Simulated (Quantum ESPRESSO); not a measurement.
Simulation results for Zn4Se2SO (made-up cell)

All values are calculated (Quantum ESPRESSO 7.5). Calculation on a made-up crystal cell, not a measurement: periodic Kohn-Sham density functional theory in plane waves with PseudoDojo standard norm-conserving scalar-relativistic pseudopotentials, each functional with its own files (v0.5 for PBE, v0.4.1 for LDA and PBEsol), no spin polarisation, no spin-orbit coupling, atoms not relaxed, stress positive in tension, energies less a fixed whole-eV offset for each atom's element; levels are Kohn-Sham levels at fractions of this cell's reciprocal vectors, counted from the reference band (half the neutral cell's valence electrons, rounded up) at Gamma; error bars cover cutoff and k-mesh only, not smearing or the files; added strain carries the atoms with the cell, and shear is the tensor component; each bar is the largest change over components, and at least 0.002 eV, 0.002 eV per angstrom or 0.02 GPa; energies are for the whole cell, and the offsets were chosen from early runs and are not element reference energies.

Entry: Zn4Se2SO (made-up cell)

```cif
# cell vector a (Å): 5.4685 0.0000 0.0000
# cell vector b (Å): 0.0000 5.4685 0.0000
# cell vector c (Å): 0.0000 0.0000 5.4685
data_Zn4Se2SO
_symmetry_space_group_name_H-M 'P 1'
_symmetry_Int_Tables_number 1
_cell_length_a 5.4685
_cell_length_b 5.4685
_cell_length_c 5.4685
_cell_angle_alpha 90.000
_cell_angle_beta 90.000
_cell_angle_gamma 90.000
_cell_volume 163.53
loop_
_atom_site_label
_atom_site_type_symbol
_atom_site_fract_x
_atom_site_fract_y
_atom_site_fract_z
_atom_site_occupancy
Zn1 Zn 0.01037 0.01229 0.02196 1
Zn2 Zn 0.98987 0.52841 0.49769 1
Zn3 Zn 0.51744 0.01030 0.49560 1
Zn4 Zn 0.51667 0.49738 0.98645 1
O1 O 0.25224 0.23156 0.24831 1
Se1 Se 0.26212 0.74602 0.76050 1
S1 S 0.73713 0.27591 0.75163 1
Se2 Se 0.71797 0.77873 0.23767 1
```

Settings of this run: lattice type zincblende/diamond, functional pbe, cutoff 1170 eV, fermi dirac smearing 0.025 eV, scf tolerance 1e-07 eV, electrons removed 0 and k mesh 4 x 4 x 4, shifted by half a step.

It finds pressure 1.238 GPa; stress xx -0.8672 GPa; stress yy -1.136 GPa; stress zz -1.712 GPa; stress yz -2.709 GPa; stress xz 2.59 GPa; stress xy 2.039 GPa; error bar stress 0.02 GPa; error bar force 0.002 eV/Å; error bars from tighter rerun of a related cell.

Atoms:
```tsv
atoms element	atom site
Zn	1
Zn	2
Zn	3
Zn	4
O	5
Se	6
S	7
Se	8
```

Forces:
```tsv
site	x (eV/Å)	y (eV/Å)	z (eV/Å)
1	1.222	1.495	0.3248
2	0.3484	-1.014	-0.506
3	-2.154	2.12	0.7354
4	-1.424	-0.9387	1.462
5	-0.2337	0.08763	-0.1239
6	-0.8991	0.9348	-0.584
7	1.473	-1.339	-0.8747
8	1.667	-1.346	-0.434
```
